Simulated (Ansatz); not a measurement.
BaTiO3 (tetragonal-perovskite type, space group P4mm)

```xyz
5
Lattice="3.9855 0.0000 0.0000 0.0000 3.9855 0.0000 0.0000 0.0000 4.2013" Properties=species:S:1:pos:R:3 pbc="T T T"
Ti     1.9927     1.9927     1.9228
Ba     0.0000     0.0000     3.9511
O      1.9927     1.9927     3.7349
O      1.9927     0.0000     1.7202
O      0.0000     1.9927     1.7202
```

In this cell atom 5 (O, nearest neighbour Ti at 2.003 Å; its periodic images, 4.0 Å or more away, move with it) is moved by s along Cartesian [111], unit vector (0.577, 0.577, 0.577); all other atoms and the cell stay fixed.

Level of theory: PBE (plane waves to 420 eV, PAW, scalar-relativistic; Ansatz, a quantum-chemistry and plane-wave program). k mesh 7×7×6 (Γ-centred), Fermi-Dirac smearing 0.05 eV. Energies are smeared free energies. Stress and pressure are positive under compression. BaTiO3 is run without spin polarisation. BaTiO3 was relaxed with its symmetry unable to fall. The zero of ΔE is the undisplaced structure.

Task: What ΔE (eV/cell) and P (GPa) does the calculation give at s (Å) = -0.400, -0.080, 0.080, 0.160, 0.240?

Result: 
```json
[
 {"s (Å)": "-0.400", "ΔE (eV/cell)": "0.475", "P (GPa)": "3.49"},
 {"s (Å)": "-0.080", "ΔE (eV/cell)": "0.017", "P (GPa)": "0.08"},
 {"s (Å)": "0.080", "ΔE (eV/cell)": "0.017", "P (GPa)": "0.25"},
 {"s (Å)": "0.160", "ΔE (eV/cell)": "0.071", "P (GPa)": "0.84"},
 {"s (Å)": "0.240", "ΔE (eV/cell)": "0.164", "P (GPa)": "1.76"}
]
```

(For displaced atoms, the force is minus the slope of the energy, and its curvature is a force constant, which sets phonon frequencies.)
